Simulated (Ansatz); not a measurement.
# YbSe₂, relaxed from a CdCl2-type start to space group Fm-3m (read at 0.02 Å)

Level of theory: DFT, PBE, scalar-relativistic, collinear spin; plane waves to 420 eV with PAW datasets (Ansatz 0.2.0), 8×8×8 k-mesh, Gaussian smearing of 0.05 eV. The datasets are Ansatz's generated set soft_2.

```
Yb Se
1.0
     2.40798    1.39025    3.93258
    -2.40798    1.39025    3.93258
     0.00000   -2.78050    3.93258
Yb Se
1 2
Direct
  0.00000 0.00000 0.00000
  0.25001 0.25001 0.25001
  0.74999 0.74999 0.74999
```

The cell came from substitution into a structure type; no database entry of this phase was matched, which doesn't show that none exists.

Magnetic state: non-magnetic, site spin moments none.

The geometry was relaxed with PBE and stays fixed; the gap of the first row includes a band path, the others are on their meshes. A negative pressure means that the level wants a smaller cell.

| level | k-mesh | gap (eV) | P (GPa) | f electrons (Löwdin) |
| --- | --- | --- | --- | --- |
| PBE | 8×8×8 | metal | 0.0 | 13.59 |

**Question.** What do the gap and the pressure become under LDA (8×8×8)?

**Answer.** Gap zero (metallic), pressure -4.9 GPa.

**Question.** What do the gap and the pressure become under PBEsol (8×8×8)?

**Answer.** Gap zero (metallic), pressure -3.0 GPa.

**Why the levels differ.**

To first order a pressure P at this geometry moves the equilibrium volume by ΔV/V ≈ P/B0, with B0 = 51 GPa from PBE's equation of state: PBEsol −2.98/50.8 = −5.9 %, about 24.8 Å³/atom; LDA −4.92/50.8 = −9.7 %, about 23.8 Å³/atom (from 26.33). These are estimates, not relaxations, and those over 6 % overshoot where the cell shrinks, since it stiffens.

The pressures rise from LDA over PBEsol to PBE. The gradient terms favour an uneven density and so weaken the binding; PBEsol's are smaller than PBE's, and LDA has none.

No row holds spin–orbit coupling, which matters for elements this heavy.

Without a U the 4f levels of Yb lie too near the Fermi level, so their share of the states there, and what hangs on it, is overstated.

Pressures are a third of the stress tensor's trace.
